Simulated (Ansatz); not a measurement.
# GaP with Te replacing P: gradients before and after relaxing the atoms

Start: a supercell of GaP (zinc blende type, F-43m) built from an entry of the Crystallography Open Database (COD), with all atoms left at the host's positions.

Space group F-43m (No. 216); a = 16.3515 Å.

| site | Wyckoff | site symmetry | x | y | z |
| --- | --- | --- | --- | --- | --- |
| Ga1 | 16e | .3m | 0.4167 | 0.0833 | 0.4167 |
| Ga3 | 24g | 2.mm | 0.7500 | 0.0833 | 0.7500 |
| Ga5 | 48h | ..m | 0.7500 | 0.9167 | 0.5833 |
| Ga14 | 4d | -43m | 0.7500 | 0.7500 | 0.7500 |
| Ga18 | 16e | .3m | 0.0833 | 0.5833 | 0.9167 |
| Te | 4a | -43m | 0.5000 | 0.0000 | 0.5000 |
| P29 | 48h | ..m | 0.6667 | 0.0000 | 0.6667 |
| P32 | 16e | .3m | 0.8333 | 0.8333 | 0.6667 |
| P36 | 16e | .3m | 0.1667 | 0.6667 | 0.8333 |
| P42 | 24f | 2.mm | 0.0000 | 0.6667 | 0.0000 |

One atom of each set is listed; the run and its k-mesh use a cell of 54 atoms with edges of 11.56, 11.56, 11.56 Å.

Computed with Ansatz: DFT, PBE, plane waves and PAW, scalar-relativistic, 420 eV cutoff, Γ-centred 2×2×2 k-points, Fermi–Dirac smearing 0.01 eV, cell charge +1.

The largest force at the start is 3.8 eV/Å. Relaxing the ions at fixed cell moves them by 0.262 Å at most (atom 2, Ga) and 0.074 Å rms.

```tsv
site	moved (Å)	first shell before	first shell after	V_zz before (10²¹ V/m²)	η before
Ga1	0.262	1 Te at 2.36 Å, 3 P at 2.36 Å	3 P at 2.32 Å, 1 Te at 2.62 Å	2.96	0.00
Ga3	0.007	4 P at 2.36 Å	4 P at 2.35–2.36 Å	-0.69	0.56
Ga5	0.019	4 P at 2.36 Å	4 P at 2.35–2.36 Å	0.41	1.00
Ga18	0.001	4 P at 2.36 Å	4 P at 2.36 Å	0.049	0.00
Te	0.000	4 Ga at 2.36 Å	4 Ga at 2.62 Å	0.00	–
P29	0.040	4 Ga at 2.36 Å	4 Ga at 2.32–2.36 Å	1.26	0.13
P32	0.002	4 Ga at 2.36 Å	4 Ga at 2.36 Å	-0.30	0.00
P36	0.001	4 Ga at 2.36 Å	4 Ga at 2.36 Å	-0.31	0.00
P42	0.008	4 Ga at 2.36 Å	4 Ga at 2.35–2.36 Å	-0.16	0.51
```

Q: How do the gradients change?

A: 

| site | V_zz after | η after | change of V_zz |
| --- | --- | --- | --- |
| Ga1 | 9.03 | 0.00 | +6.07 |
| Ga3 | -0.36 | 0.05 | – |
| Ga5 | -0.83 | 0.39 | – |
| Ga18 | -0.030 | 0.00 | -0.08 |
| Te | 0.00 | – | 0.00 |
| P29 | 0.89 | 0.53 | -0.37 |
| P32 | -0.10 | 0.00 | +0.20 |
| P36 | -0.073 | 0.00 | +0.24 |
| P42 | -0.14 | 0.93 | +0.02 |

The largest change of V_zz along a kept axis is on Ga1, from 2.96 to 9.03. Where |V_zz| stays above 0.1 and the axes keep their order, η moves most on P42, from 0.51 to 0.93. On P29 V_xx and V_yy change places (or their axes turn by over 50°), so the two values of η hide a larger change. V_zz changes sign on Ga18 (same axis). On Ga3, Ga5 the largest principal value lies along another axis in the second run, so the two V_zz can't be compared directly. Other sites without a gradient aren't listed.

The defect repeats with the cell of 54 atoms, so it feels its images: sites between two images don't show the values beside a lone defect, and zeros or small values of η there can come from the images' arrangement. A uniform background compensates the cell's charge. Without spin–orbit coupling the gradients at and beside Te can be off by some per cent, at some sites by more.
Before: The neighbours have not yet relaxed around the defect (largest force 3.8 eV/Å), so the values at and beside it are those of a strained start, not of the defect in a real crystal.
After: The relaxation keeps the site symmetry -43m of the start, so the impurity can't leave its site; a start off the site could end lower.
